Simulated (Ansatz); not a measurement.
An Ansatz (an electronic-structure program) run. Input:

Ansatz 0.2 input:
```yaml
crystal:
  lattice:
    - [2.7304842076, 0.0, 0.0]
    - [0.0, 2.7304842076, 0.0]
    - [0.0, 0.0, 2.7304842076]
  atoms:
    - { symbol: Be, position: [0.0, 0.0, 0.0] }
    - { symbol: Rh, position: [0.5, 0.5, 0.5] }
kpoints:
  mp_grid: { grid: [15, 15, 15] }
hamiltonian:
  xc: lda
  pseudopotentials: { kind: paw }
scf:
  occupations: { method: fermi_dirac, width: 0.1 }
phonons:
  method: dfpt
  response_accuracy: low
  eigenvectors: true
  rigid_motions: translations
```

Output (shortened):

```
Pseudopotential: Be, paw, valence charge 2
Pseudopotential: Rh, paw, valence charge 17
Functional definition: SPW92
Crystal: 2 atoms, lattice volume = 20.357 Å³
Basis set: ecut = 420 eV, 389 PW (Γ), exchange–correlation on 40×40×40 points (8 copies of the dense FFT grid, shifted against one another)
Bands: 14, of which v1, the nominal top of the filled ones, is band 10 counted from 1 (9 counted from 0)
Symmetry: 48 space group operations
k-points: 288 of 3375 (irreducible under 8 space group operations, time reversal used)
SCF iter   1: F=—  HF=-6368.142071 eV  |F-HF|=—  |Δ(HF+E_count)|=         —  Δρ=1.06e-2  dr2=1.96e-2  ethr=1.77e-3  ⟨swp⟩=5.1  Hψ=22426  notcnv=0
preconditioner: auto → none
SCF iter   2: F=—  HF=-6368.139170 eV  |F-HF|=—  |Δ(HF+E_count)|=   2.90e-3  Δρ=6.13e-3  dr2=7.12e-3  ethr=1.03e-4  ⟨swp⟩=1.0  Hψ=6336  notcnv=0
SCF iter   3: F=—  HF=-6368.137589 eV  |F-HF|=—  |Δ(HF+E_count)|=   1.58e-3  Δρ=4.00e-4  dr2=2.26e-5  ethr=3.75e-5  ⟨swp⟩=2.2  Hψ=5326  notcnv=0
SCF iter   4: F=—  HF=-6368.137584 eV  |F-HF|=—  |Δ(HF+E_count)|=   4.94e-6  Δρ=5.34e-5  dr2=2.27e-7  ethr=1.19e-7  ⟨swp⟩=1.8  Hψ=5261  notcnv=0
SCF iter   5: F=—  HF=-6368.137583 eV  |F-HF|=—  |Δ(HF+E_count)|=   1.20e-6  Δρ=1.10e-5  dr2=1.57e-8  ethr=1.19e-9  ⟨swp⟩=2.2  Hψ=6563  notcnv=0
SCF iter   6: F=—  HF=-6368.137583 eV  |F-HF|=—  |Δ(HF+E_count)|=   4.08e-9  Δρ=4.42e-7  dr2=1.07e-11  ethr=8.24e-11  ⟨swp⟩=1.4  Hψ=4522  notcnv=0
SCF iter   7: F=-6368.137583 eV  HF=-6368.137583 eV  |F-HF|=9.09e-13  |Δ(HF+E_count)|=  1.82e-12  Δρ=1.07e-7  dr2=3.76e-13  ethr=1.00e-12  ⟨swp⟩=5.2  Hψ=15566  notcnv=0
SCF 1 converged in 7 iterations: F = -6368.137583 eV  dr2 = 3.76e-13
DFPT response loops at Γ: preconditioner auto → Kerker (q_TF=auto, 2.697 Å⁻¹) (partly filled bands, converged f_vac=0.000) …
SCF converged after 7 iterations
Free energy (F): -6368.137583 eV
Harris-Foulkes:  -6368.137583 eV  (|F-HF|=9.09e-13)
Internal energy: -6368.098757 eV  (E = F + TS)
E sigma→0 (E₀):  -6368.118170 eV
Entropy (-TS):   -0.038826 eV (-19.413 meV/atom)
Fermi energy:    17.456736 eV
--- Per-component energies (eV) ---
  E_band       = -133.041453
  E_kinetic    = 598.379075
  E_local      = -1951.256357  (includes V_loc(G=0)·N_el)
  E_nonlocal   = 365.352139
  E_hartree    = 716.177128
  E_xc         = -241.967467
  E_vxc        = -301.291402  (∫ρ·V_xc dr)
  E_paw        = -3519.575028  (= ΣΔE_a)
  E_vpaw       = -276.579874  (= ΣTr[D̂ρ^β])
  E_aug_tail   = 0.000721  (compensation charges beyond the density's cutoff)
  E_ewald      = -2335.861738
  E_core_change = 0.652769  (= ΣΔE_core)
  E_smearing   = -0.038826  (= −TS)
  E_closure    =  0.000000  (closes the sum)
  Σ components = -6368.137583   (vs F -6368.137583, Δ=0.00e0)
  [band-id]    e_kinetic+e_local+e_nonlocal+2·e_hartree+e_vxc+e_vpaw+e_augmentation_tail = -133.041441   (vs E_band -133.041453, Δ=1.22e-5)
--- Band table (eV; the first three rows and the last of 288) ---
  k-point 0: bands = ["-60.4697", "-28.2797", "-28.2797", "-28.2797", "8.5665", "12.9562", "12.9562", "17.4314", "17.4314", "17.4314", "24.2076", "24.2076", "24.2076", "34.3619"]
  k-point 1: bands = ["-60.4683", "-28.2956", "-28.2783", "-28.2783", "8.6603", "12.9820", "13.0133", "17.2963", "17.2963", "17.4401", "23.9262", "24.4199", "24.4199", "34.0762"]
  k-point 2: bands = ["-60.4643", "-28.3403", "-28.2744", "-28.2744", "8.9313", "13.0559", "13.1763", "16.9469", "16.9469", "17.4646", "23.2122", "25.0021", "25.0021", "33.3546"]
  k-point 287: bands = ["-60.3742", "-28.5518", "-28.5514", "-28.5514", "11.9322", "11.9680", "11.9680", "18.7513", "18.7513", "23.8057", "24.1108", "24.9598", "24.9598", "27.2201"]
--- Phonons (Γ-DFPT): 2 representative perturbations + reference, on 288 of 3375 k-points (Σ response iterations 5) ---
  ASR residual: 3.425e-4 → 0.000e0 eV/Å²; symmetrization residual: 3.513e-6 eV/Å²
  ASR residual per site (eV/Å²): 4.42e-6 3.42e-4
  Γ frequencies (cm⁻¹): 0.00 0.00 0.00 442.22 442.22 442.22
  non-analytic LO–TO correction: not included (Born effective charges unavailable; polar crystals: no LO–TO splitting at Γ)
```

Cost: very roughly 17 core-seconds on shared cores.

Space group Pm-3m (CsCl type). The workflow started from a Materials Project entry (that database holds measured and hypothetical structures alike); the Crystallography Open Database copy checked does not list it. With Be and Rh taken as one species the cell has the higher symmetry Im-3m, so it may be an ordered model of a mixed-site phase. Its standing as an ambient phase is unchecked. Symmetry was held in the LDA relaxation; of distortions, only those at the zone centre were tested. No spin polarisation was allowed. As this level gives no gap, phonon frequencies hold no LO–TO term and depend on the k-mesh and smearing (Fermi–Dirac, 0.1 eV here). Spin–orbit coupling is left out wherever it is not named.

Potentials: the later of the program's two PAW sets.

Ansatz is a plane-wave DFT program.
